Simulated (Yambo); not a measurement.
Yambo run on LaAgSO (space group P4/nmm, No. 129). The wavefunctions come from this Quantum ESPRESSO step (PBEsol, PseudoDojo standard norm-conserving files, scalar-relativistic):

```
&CONTROL
  calculation = 'nscf'
  pseudo_dir = './pseudo'
  outdir = './out'
/
&SYSTEM
  ibrav = 0
  nat = 8
  ntyp = 4
  ecutwfc = 110.0
  ecutrho = 440.0
  occupations = 'fixed'
  force_symmorphic = .true.
  nbnd = 180
/
&ELECTRONS
  conv_thr = 8e-09
  diago_full_acc = .true.
  diago_thr_init = 1e-08
/
ATOMIC_SPECIES
O 15.9990 O.upf
S 32.0600 S.upf
Ag 107.8682 Ag.upf
La 138.9055 La.upf
CELL_PARAMETERS angstrom
  4.091720000000   0.000000000000   0.000000000000
  0.000000000000   4.091720000000   0.000000000000
  0.000000000000   0.000000000000   9.102420000000
ATOMIC_POSITIONS crystal
O   0.000000000000   0.000000000000   0.000000000000
O   0.500000000000   0.500000000000   0.000000000000
S   0.000000000000   0.500000000000   0.306960000000
S   0.500000000000   0.000000000000   0.693040000000
Ag   0.500000000000   0.500000000000   0.500000000000
Ag   0.000000000000   0.000000000000   0.500000000000
La   0.000000000000   0.500000000000   0.865030000000
La   0.500000000000   0.000000000000   0.134970000000
K_POINTS automatic
4 4 1 0 0 0
```

Yambo input:

```
rim_cut
gw0
dyson
el_el_corr
HF_and_locXC
ppa
em1d
RandQpts= 1000000
RandGvec= 1 Ry
EXXRLvcs= 110 Ry
VXCRLvcs= 440 Ry
Chimod= "HARTREE"
% BndsRnXp
 9 | 179 |
%
NGsBlkXp= 6 Ry
% LongDrXp
 1.0 | 1.0 | 1.0 |
%
PPAPntXp= 27.2114 eV
% GbndRnge
 1 | 179 |
%
GTermKind= "BG"
DysSolver= "n"
ExtendOut
% QPkrange
 1 | 1 | 42 | 43 |
 3 | 3 | 42 | 43 |
 6 | 6 | 42 | 43 |
%
```

k points by index: 1 = Γ, 3 = X, 6 = M.

The o-*.qp file then holds:

```
#    K-point    Band    Eo [eV]    E [eV]    E-Eo [eV]    Vxc [eV]    Vnlxc [eV]    Sc|Eo [eV]    Sc|E [eV]    dSc/dw|Eo [eV]    Re(Z)    Im(Z)
#
    1    42    0.000000    -0.477212    -0.477212    -16.78041    -20.08702    2.702546    2.829401    -7.231982    0.790030    -0.001359
    1    43    1.222234    1.665619    0.443385    -11.41585    -7.311504    -3.558255    -3.660965    -6.302290    0.811947    -0.001204
    3    42    -0.689314    -1.188093    -0.498778    -16.08122    -19.42713    2.713823    2.847132    -7.269727    0.789160    -0.002547
    3    43    2.330117    3.106416    0.776300    -12.66506    -7.770506    -3.934144    -4.118256    -6.452739    0.808318    -0.001263
    6    42    -1.303644    -1.906889    -0.603245    -21.70452    -26.77201    4.299163    4.464249    -7.446438    0.785144    -0.253711E-3
    6    43    2.919784    3.624046    0.704263    -13.05603    -8.363632    -3.823468    -3.988135    -6.361427    0.810517    -0.001264
```
(The two width columns are left out.) Convergence of these settings isn't established.

Spin-orbit coupling is not included.

Geometry of the Materials Project entry, not relaxed at this level.
